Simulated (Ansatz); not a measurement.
## Property card for Sc2W

These are results of Ansatz 0.2.0, DFT PBE, scalar-relativistic, plane waves, PAW, not measurements.

Settings: cutoff 420 eV, Γ-centred mesh 12×12×6 on the computed 6-atom cell, Gaussian smearing of 0.10 eV; no spin polarisation.

The structure is relaxed at this level of theory with its symmetry kept, and needn't be the ground state of this composition.

```
Sc W
1.0
     4.79211    0.00000    0.00000
    -2.39606    4.15009    0.00000
     0.00000    0.00000    6.06303
Sc W
4 2
Cartesian
  0.0000 0.0000 4.4706
  0.0000 0.0000 1.5924
  0.0000 2.7667 0.0000
  2.3961 1.3834 0.0000
  0.0000 2.7667 3.0315
  2.3961 1.3834 3.0315
```

| Quantity | Value |
| --- | --- |
| Space group | P6/mmm (No. 191) |
| Volume per atom | 135.6 bohr³ |
| Formation energy from the elements' standard states (uncorrected) | +0.292 eV/atom |
| Kohn–Sham band gap | none (metal) |
| Density of states at the Fermi level | 4.2 states/eV per cell |
| Orbital (Löwdin) character within 0.5 eV of the Fermi level | Sc 3d 55 %, W 5d 33 %, unprojected 6 % |
| Bader charge by site (e) | Sc (2 in the cell) 1.17, Sc (2 in the cell) 0.30, W (2 in the cell) -1.47 |

Spin-orbit coupling is left out, which matters for the bands of heavy elements.

The cell was found from a structure generator's guess, not taken from experiment. Löwdin shares on free-atom orbitals overweight diffuse shells.
